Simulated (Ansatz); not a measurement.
Space group P6_3mc (No. 186). a = 4.164 Å, b = 4.164 Å, c = 6.765 Å, α = 90.00°, β = 90.00°, γ = 120.00°
| atom | site | symmetry | x | y | z |
| --- | --- | --- | --- | --- | --- |
| Cd | 2b | 3m. | 0.3333 | 0.6667 | 0.9990 |
| S | 2b | 3m. | 0.3333 | 0.6667 | 0.3760 |

Equation of state of this CdS structure (not necessarily the ground state), with shape and atoms relaxed at each volume where symmetry leaves them free. The calculation used DFT r2SCAN, scalar-relativistic, plane waves, PAW in Ansatz 0.2.0.

Cutoff 500 eV; k points 6×6×4 on the computed 4-atom cell (Γ-centred); Gaussian smearing, width 0.02 eV; no spin polarisation.

```json
{"V (Å³/atom)": "22.351", "E − E(largest V) (meV/atom)": "46.74", "P (GPa)": "10.26", "gap on mesh (eV)": "1.93"}
{"V (Å³/atom)": "23.113", "E − E(largest V) (meV/atom)": "5.86", "P (GPa)": "7.03", "gap on mesh (eV)": "1.86"}
{"V (Å³/atom)": "23.875", "E − E(largest V) (meV/atom)": "-20.88", "P (GPa)": "4.29", "gap on mesh (eV)": "1.78"}
{"V (Å³/atom)": "24.637", "E − E(largest V) (meV/atom)": "-35.61", "P (GPa)": "1.97", "gap on mesh (eV)": "1.71"}
{"V (Å³/atom)": "25.399", "E − E(largest V) (meV/atom)": "-40.18", "P (GPa)": "0.00", "gap on mesh (eV)": "1.63"}
{"V (Å³/atom)": "26.161", "E − E(largest V) (meV/atom)": "-36.11", "P (GPa)": "-1.67", "gap on mesh (eV)": "1.56"}
{"V (Å³/atom)": "26.923", "E − E(largest V) (meV/atom)": "-24.72", "P (GPa)": "-3.09", "gap on mesh (eV)": "1.49"}
{"V (Å³/atom)": "27.939", "E − E(largest V) (meV/atom)": "0.00", "P (GPa)": "-4.65", "gap on mesh (eV)": "1.39"}
```

Task: Fit a third-order Birch–Murnaghan equation to E(V).

Result: V0 = 25.40 Å³/atom, B0 = 60 GPa, B0' = 4.4.

Cost: 8 runs of about 8.3 core-minutes in all, on Intel Xeon Processor @ 2.50GHz (Skylake/Cascade Lake) (shared hosts).